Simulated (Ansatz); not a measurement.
Values for one crystal, relaxed and computed with the program Ansatz at the r²SCAN level (PAW); other levels are named.

* **Volume per atom**: 26.50 Å³
* **Electronic character**: metallic (no gap)
* **Density of states at the Fermi level**: 0.43 states/eV per atom (mean over ±0.08 eV)
* **Formation energy from the elements (no fitted shifts)**: -0.62 eV/atom

Which of these materials gives this?
(A) InPd2, Pnma (In on 4c, Pd on 4c, Pd on 4c)
(B) In3Pd5, Pbam (Pearson symbol oP16)
(C) YIn, CsCl type
(D) In2Au, fluorite or antifluorite type

C, YIn, CsCl type

Space group Pm-3m (CsCl type). The workflow started from a Materials Project entry (that database holds measured and hypothetical structures alike); the Crystallography Open Database files this formula in space group No. 221, but the cells were not matched. Whether it is the stable phase at ambient conditions was not checked. Symmetry was held in the r²SCAN relaxation; its stability against distortions is not shown here. The run is not spin-polarised. The references are the lowest solids computed at this level, not always the standard phases. Scalar-relativistic: spin–orbit coupling is off unless named, which matters more the heavier the elements.

Potentials: the earlier of the program's two PAW sets.
